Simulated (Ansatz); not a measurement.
TiAl (CuAu type, space group P4/mmm)

```
CELL_PARAMETERS angstrom
      2.81288     0.00000     0.00000
      0.00000     2.81288     0.00000
      0.00000     0.00000     4.05874
ATOMIC_POSITIONS crystal
  Al 0.50000 0.50000 0.50000
  Ti 0.00000 0.00000 0.00000
```

Grid over V/V₀ and (c/a)/(c/a)₀, subscript 0 meaning the relaxed cell; the conventional c axis lies along z; no internal relaxation.

All values below come from r2SCAN (plane waves to 500 eV, PAW, scalar-relativistic; Ansatz, a quantum-chemistry and plane-wave program). k mesh 16×16×12 (Γ-centred), Fermi-Dirac smearing 0.05 eV. Compression counts positive. With partly filled bands, the response to shear is sensitive to the k mesh, so small differences along c/a are uncertain. The PAW data are Ansatz's earlier set. TiAl is run without spin polarisation. TiAl was relaxed with its symmetry unable to fall. The last digit holds for this mesh only.

Changes of σzz (GPa) from the point V/V₀ = 1.000, (c/a)/(c/a)₀ = 1.000 when one coordinate moves alone (two changes are said to add if the coupling is within 5 % of the smaller one, nearly so within 20 %):

```tsv
point	change
V/V₀ = 1.000, (c/a)/(c/a)₀ = 0.960	2.34
V/V₀ = 1.000, (c/a)/(c/a)₀ = 0.973	1.68
V/V₀ = 1.000, (c/a)/(c/a)₀ = 0.987	0.86
V/V₀ = 0.920, (c/a)/(c/a)₀ = 1.000	11.82
V/V₀ = 0.947, (c/a)/(c/a)₀ = 1.000	7.35
V/V₀ = 0.973, (c/a)/(c/a)₀ = 1.000	3.43
V/V₀ = 1.027, (c/a)/(c/a)₀ = 1.000	-3.01
V/V₀ = 1.053, (c/a)/(c/a)₀ = 1.000	-5.65
V/V₀ = 1.080, (c/a)/(c/a)₀ = 1.000	-7.96
V/V₀ = 1.000, (c/a)/(c/a)₀ = 1.013	-0.89
V/V₀ = 1.000, (c/a)/(c/a)₀ = 1.027	-1.90
V/V₀ = 1.000, (c/a)/(c/a)₀ = 1.040	-2.90
```

Q: Do the two effects add at V/V₀ = 0.920, (c/a)/(c/a)₀ = 0.973? Give the computed change.

A: The sum of the single changes is 11.82 + (1.68) = 13.50; the calculation gives 13.46, so they add (within 5 % of the smaller single change).

Q: What is the change at V/V₀ = 1.080, (c/a)/(c/a)₀ = 0.960, where both move, and how far is it from the sum?

A: The sum of the single changes is -7.96 + (2.34) = -5.62; the calculation gives -5.70, so they add (within 5 % of the smaller single change).

Q: What is the change at V/V₀ = 1.053, (c/a)/(c/a)₀ = 1.027, where both move, and how far is it from the sum?

A: The sum of the single changes is -5.65 + (-1.90) = -7.55; the calculation gives -7.44, so the coupling contributes 0.11 (under 20 % of the smaller single change, nearly additive).

(Under strain, the slope of the energy per volume gives the stress and its curvature an elastic modulus.)
